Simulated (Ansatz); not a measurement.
According to r²SCAN in the plane-wave PAW code Ansatz, ZnO in the cubic phase (Pm-3n; Zn on 6c, O on 6d) relaxes to a = 5.580 Å. Its formation energy from the elements is -1.51 eV/atom, with no fitted shifts.

The Kohn–Sham gap is 1.38 eV (direct). The valence maximum lies at Γ and the conduction minimum at Γ. The screened hybrid HSE06 puts the gap at 2.69 eV. The electron mass is 0.25 mₑ (isotropic).

The bulk modulus is 1190 kbar. The relaxed-ion elastic constants in GPa are C11 = 187, C12 = 85.6, C44 = 17.0. The elastic constants imply a Debye temperature near 331 K. Bader charges are Zn +1.29, O -1.29 e.

The start of the workflow was typed in or built on a structure type; neither database checked (COD, Materials Project) lists it. It is not the phase usual at ambient conditions (space group No. 186). The r²SCAN relaxation kept the symmetry of its start; its stability against distortions is not shown here. The references are the lowest solids computed at this level, not always the standard phases (solids in place of the gases).

Potentials: the earlier of the program's two PAW sets. The files were generated under PBE; for other functionals the program regenerates the frozen cores, and for LDA and PBEsol the local potential too.
